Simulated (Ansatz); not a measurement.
One crystal and one scan (energy over volume and axial ratio) at two levels, PBE (plane waves to 420 eV, PAW, scalar-relativistic; Ansatz, a program for electronic structure) and PBEsol (plane waves to 420 eV, PAW, scalar-relativistic; Ansatz), each from its own relaxed cell and on its own mesh. The cell shown is that of PBE.

KTaO3 (cubic perovskite)

```xyz
5
Lattice="4.0232 0.0000 0.0000 0.0000 4.0232 0.0000 0.0000 0.0000 4.0232" Properties=species:S:1:pos:R:3 pbc="T T T"
K      0.0000     0.0000     0.0000
Ta     2.0116     2.0116     2.0116
O      0.0000     2.0116     2.0116
O      2.0116     2.0116     0.0000
O      2.0116     0.0000     2.0116
```

Two coordinates are scanned: the volume, and the ratio of the stretch along z (the conventional c axis) to the stretch across it. Atoms keep their fractional coordinates.

The energy includes the smearing's −TS. KTaO3 is run without spin polarisation. KTaO3 was relaxed with its symmetry unable to fall. Spin-orbit coupling is left out, though Ta is heavy. The PAW data are Ansatz's earlier set. Percentages come from the unrounded values. Both scans cover V/V₀ from 0.920 to 1.080 and (c/a)/(c/a)₀ from 0.880 to 1.120.

```
quantity                                                       PBE  PBEsol     PBE − PBEsol
-----------------------------------------------------------  -----  ------  ---------------
Lattice constant a (Å)                                       4.023   3.984  +0.039 (+1.0 %)
Band gap of the relaxed cell, no spin-orbit coupling (eV)     2.17    2.15     +0.02 (+1 %)
Shear modulus C′ = (C11 − C12)/2 (fit, atoms clamped) (GPa)    170     188      -18 (-10 %)
```

PBE gives the higher value for: lattice constant a. PBE gives the lower value for: shear modulus C′. They agree on: band gap of the relaxed cell, no spin-orbit coupling (within 1.5 %).

(Under strain, the slope of the energy per volume gives the stress and its curvature an elastic modulus.)
